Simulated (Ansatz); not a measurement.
**P: computed property card**

P:
```xyz
2
Lattice="1.7257 0.9963 3.0324 -1.7257 0.9963 3.0324 0.0000 -1.9927 3.0324" Properties=species:S:1:pos:R:3 pbc="T T T"
P      0.0000     0.0000     2.0867
P      0.0000     0.0000     7.0104
```

Space group R-3m (No. 166), A7 (α-As type); conventional cell a = 3.4514 Å, b = 3.4514 Å, c = 9.0971 Å, α = 90.00°, β = 90.00°, γ = 120.00°.

Method: r²SCAN+D4 (plane waves, PAW; program Ansatz). Geometry: relaxed at this level of theory. Other levels are named where they apply.

Cell and energy:

| Property | Value |
|---|---|
| Volume per atom | 15.64 Å³ |
| Density | 3.29 g/cm³ |

Electronic structure:

| Quantity | Value |
|---|---|
| Electronic character | metallic (no gap) |
| Density of states at the Fermi level | 0.11 states/eV per atom (mean over ±0.08 eV) |

Mechanics:

| Property | Value |
|---|---|
| Elastic constants (relaxed ions, GPa) | C11 = 195, C12 = 66.4, C13 = 21.5, C14 = -37.5, C33 = 68.1, C44 = 99.5 |
| Mechanical stability | stable (all eigenvalues of C positive) |
| Hill bulk and shear moduli | 64.7 and 64.9 GPa |
| Young's modulus | 146 GPa |
| Poisson's ratio | 0.12 |
| Debye temperature from the elastic constants | 580 K |

Phonons:

| Property | Value |
|---|---|
| Highest zone-centre frequency | 395 cm^-1 |
| Zone-centre stability | no imaginary mode at Γ |

This is a known high-pressure phase of the composition, computed here at zero pressure and temperature. Symmetry was held in the r²SCAN+D4 relaxation. As this level gives no gap, shear constants depend on the k-mesh and smearing (Fermi–Dirac, 0.1 eV here). As this level gives no gap, phonon frequencies hold no LO–TO term and depend on the k-mesh and smearing (Fermi–Dirac, 0.1 eV here).

Potentials: the later of the program's two PAW sets.
